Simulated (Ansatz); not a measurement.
A relaxed cell of Sc₃H is given with its symmetry left out. The cell was found from a structure generator's guess, not taken from experiment.

Level of theory: DFT PBE, scalar-relativistic, plane waves, PAW in Ansatz. Cutoff 420 eV, Γ-centred mesh, Gaussian smearing, no spin polarisation.

```yaml
crystal:
  lattice:
    - [0.00000, 4.38320, 4.38320]
    - [4.38320, 0.00000, 4.38320]
    - [4.38320, 4.38320, 0.00000]
  atoms:
    - { symbol: Sc, position: [0.12500, 0.62500, 0.12500] }
    - { symbol: Sc, position: [0.62500, 0.12500, 0.12500] }
    - { symbol: Sc, position: [0.12500, 0.12500, 0.12500] }
    - { symbol: Sc, position: [0.12500, 0.12500, 0.62500] }
    - { symbol: Sc, position: [0.50000, 0.50000, 0.50000] }
    - { symbol: Sc, position: [0.75000, 0.75000, 0.75000] }
    - { symbol: H, position: [0.25000, 0.25000, 0.25000] }
    - { symbol: H, position: [0.00000, 0.00000, 0.00000] }
```

Energies over the elements count from the elements' standard structures at the same level (H₂ as a molecule), with no fitted energy shifts.

(1) Find its symmetry and describe it.

(2) How far does it lie from the elements in energy?

(3) Is it a metal?

Results:

(1) Fd-3m (No. 227). Conventional cell: a = 8.766 Å. Sc on a site of symmetry -3m is surrounded by 2 H at 1.90 Å, 6 Sc at 3.10 Å and 6 Sc at 3.63 Å; Sc on a site of symmetry -43m has 16 Sc at 3.63–3.80 Å and 4 H at 3.80 Å; around H lie 4 Sc at 1.90 Å, 4 H at 3.80 Å and 4 Sc at 3.80 Å.

(2) −0.02 eV/atom. The formation energy is too near zero to say whether this cell lies below the elements.

(3) Yes, bands cross the Fermi level on the 8×8×8 mesh.

The last run used an 8×8×8 mesh for its 8-atom cell and Gaussian smearing of 0.10 eV. For metals, differences of a few meV/atom aren't resolved. With hydrogen, zero-point motion can shift formation energies by some tens of meV/atom. Symmetry constrained the relaxation, so the result can be a saddle point.
